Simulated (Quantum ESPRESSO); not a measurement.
# Strain and stress in Si6GaP

Calculated results; nothing here was measured. They come from pw.x of Quantum ESPRESSO 7.5, a plane-wave density functional program, with PseudoDojo standard norm-conserving files (v0.5 for PBE, v0.4.1 for LDA and PBEsol). The cells are made up: elements, strain and atom displacements were drawn at random, and nothing was relaxed. There is no spin polarisation, spin-orbit coupling or dispersion term.

The cell has 8 sites of a zincblende or diamond lattice. Sites 1 to 4 hold Si Ga Si Si; sites 5 to 8 hold P Si Si Si. Cell vectors in Å: (5.294, -0.011, -0.032); (-0.011, 5.432, -0.003); (-0.032, -0.003, 5.428). Settings: PBE, cutoff 1088 eV, 6 x 6 x 6 k mesh shifted by half a step, Fermi-Dirac smearing of 0.1 eV.

Each run adds the same linear strain along x, y and z to one cell, with the atoms carried along; the vectors above are those of run 6. Stress is positive in tension and P is minus a third of its trace. E is the free energy for each atom above the lowest run shown.

| run | strain (%) | s_xx (GPa) | s_yy (GPa) | s_zz (GPa) | s_xy (GPa) | P (GPa) | E (meV/atom) |
| --- | --- | --- | --- | --- | --- | --- | --- |
| 1 | -2.17 | -16.21 | -14.06 | -14.15 | 2.84 | 14.81 | 110.95 |
| 2 | -1.77 | -14.59 | -12.40 | -12.50 | 2.70 | 13.17 | 91.42 |
| 4 | -1.05 | -11.86 | -9.62 | -9.74 | 2.44 | 10.41 | 61.50 |
| 5 | -0.44 | -9.73 | -7.45 | -7.59 | 2.24 | 8.26 | 41.09 |
| 6 | 0.15 | -7.82 | -5.51 | -5.66 | 2.05 | 6.33 | 25.47 |
| 7 | 2.13 | -2.37 | 0.00 | -0.18 | 1.52 | 0.85 | 0.00 |
| 3 | -1.44 | ? | ? | ? | ? | ? | ? |

A rerun of one of these cells at 1377 eV and k mesh 8 x 8 x 8 moved values by no more than 0.002 eV in the cell's energy, 0.03 GPa in stress and 0.007 eV/Å in force.

## Worked fit

A parabola through the six runs shown gives P = 6.80 - 3.24 e + 0.209 e² GPa, with e in per cent and a scatter of 0.02 GPa. A linear strain of 1 % changes the volume by about 3 %, so the bulk modulus of this cell with clamped atoms is about 108 ± 1 GPa at e = 0. The error is the larger of the fit's own and the change that a cubic makes, rounded up.

## Withheld run

Question: what P should run 3 give?

The fit gives 11.90 GPa. The calculation gave 11.87 GPa.

```
run  strain (%)  s_xx (GPa)  s_yy (GPa)  s_zz (GPa)  s_xy (GPa)  P (GPa)  E (meV/atom)
  3       -1.44      -13.31      -11.10      -11.21        2.58    11.87         76.84
```